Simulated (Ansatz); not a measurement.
Bi3Sb in space group R3m (No. 160; Sb on 3a, Bi on 3a, Bi on 3a, Bi on 3a), PBE (plane waves, PAW; program Ansatz), all energies at zero smearing, with the estimated change up to a 700 eV cutoff added, with one set of potentials and settings (totals compare only within such a set). Cell of 4 atoms (1 Sb, 3 Bi): -43674.144 eV.

```json
[
 {"element": "Sb", "reference phase": "R-3m, 2 atoms in the cell", "E (eV/atom)": "-6484.4916"},
 {"element": "Bi", "reference phase": "R-3m, 2 atoms in the cell", "E (eV/atom)": "-12396.5536"}
]
```

Formation energy per atom, worked out: (-43674.144 − 1×(-6484.4916) − 3×(-12396.5536))/4 = 0.002 eV/atom (0 kJ per mol of atoms), at 0 K, without zero-point energy or fitted corrections.

The workflow started from a Materials Project entry (that database holds measured and hypothetical structures alike); the Crystallography Open Database copy checked does not list it. Its standing as an ambient phase is unchecked. The PBE relaxation kept the symmetry of its start; of distortions, only those at the zone centre were tested. The references are the lowest solids computed at this level, not always the standard phases. Spin–orbit coupling is left out wherever it is not named.

Potentials: the later of the program's two PAW sets.
